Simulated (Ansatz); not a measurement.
Relaxed-ion elastic tensor of YHSe in space group P-6m2 (No. 187; Y on 1a, H on 1c, Se on 1f) in GPa (Voigt order), the program Ansatz at the LDA level (PAW); density 5.99 g/cm³, 15.60 Å³ per atom.

```
 194  54.2  42.9   0.0   0.0   0.0
54.2   194  42.9   0.0   0.0   0.0
42.9  42.9   202   0.0   0.0   0.0
 0.0   0.0   0.0  77.7   0.0   0.0
 0.0   0.0   0.0   0.0  77.7   0.0
 0.0   0.0   0.0   0.0   0.0  69.9
```

Question: Is the crystal mechanically stable?

Answer: Yes: the smallest eigenvalue of C is 69.9 GPa.

Question: Work out the Voigt, Reuss and Hill averages.

Answer: K_V = 96.7, K_R = 96.7, K_H = 96.7; G_V = 75.1, G_R = 74.8, G_H = 74.9 GPa.

Question: Give Young's modulus, Poisson's ratio, Pugh's ratio and the universal anisotropy index.

Answer: E = 9KG/(3K + G) = 179 GPa; ν = 0.19; K/G = 1.29 (brittle by the Pugh limit of 1.75); A_U = 5G_V/G_R + K_V/K_R − 6 = 0.02.

Question: Estimate the sound speeds and the Debye temperature.

Answer: v_l = √((K + 4G/3)/ρ) = 5730 m/s, v_t = √(G/ρ) = 3540 m/s, mean 3900 m/s; Θ = (h/k)(3n/4πV)^(1/3) v_m = 465 K.

Question: Solve the Christoffel equation for the three sound speeds along x, y, z.

Answer: Eigenvalues of C_ijkl n_j n_l equal ρv² (piezoelectric stiffening left out). In km/s, slowest first: x 3.42, 3.60, 5.69; y 3.42, 3.60, 5.69; z 3.60, 3.60, 5.81.

Question: How much does each axis shrink under pressure?

Answer: Linear compressibilities β_i = Σ_j S_ij (j = 1 to 3): x 3.4, y 3.4, z 3.5 per TPa.

The first step of the workflow began from a Materials Project structure, measured or hypothetical; the Crystallography Open Database copy checked does not list it. Whether it is the stable phase at ambient conditions was not checked. The LDA relaxation kept the symmetry of its start; phonons on a q-mesh show no instability. The run is not spin-polarised.

Potentials: the later of the program's two PAW sets.
